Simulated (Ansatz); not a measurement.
Data:

WC:
```yaml
crystal:
  lattice:
    - [0.00000, 2.33938, 2.33938]
    - [2.33938, 0.00000, 2.33938]
    - [2.33938, 2.33938, 0.00000]
  atoms:
    - { symbol: W, position: [0.00000, 0.00000, 0.00000] }
    - { symbol: C, position: [0.25000, 0.25000, 0.25000] }
```

This is the r²SCAN-relaxed structure.

### Question
All from the program Ansatz at the r²SCAN level (PAW), unless another level is named. Predict the Hill bulk and shear moduli.

### Answer
277 and 34.3 GPa.

### Question
Predict the elastic constants (relaxed ions, GPa).

### Answer
C11 = 348, C12 = 242, C44 = 25.5.

Space group F-43m (zinc blende). The start of the workflow was typed in or built on a structure type; neither database checked (COD, Materials Project) lists it. It is not the phase usual at ambient conditions (space group No. 187). Symmetry was held in the r²SCAN relaxation; whether a distortion lowers the energy is not shown. The run is not spin-polarised. Its formation energy is positive at this level, so the cell may be metastable or incomplete. As this level gives no gap, shear constants depend on the k-mesh and smearing (Fermi–Dirac, 0.1 eV here). Spin–orbit coupling is left out wherever it is not named.

Potentials: the earlier of the program's two PAW sets.
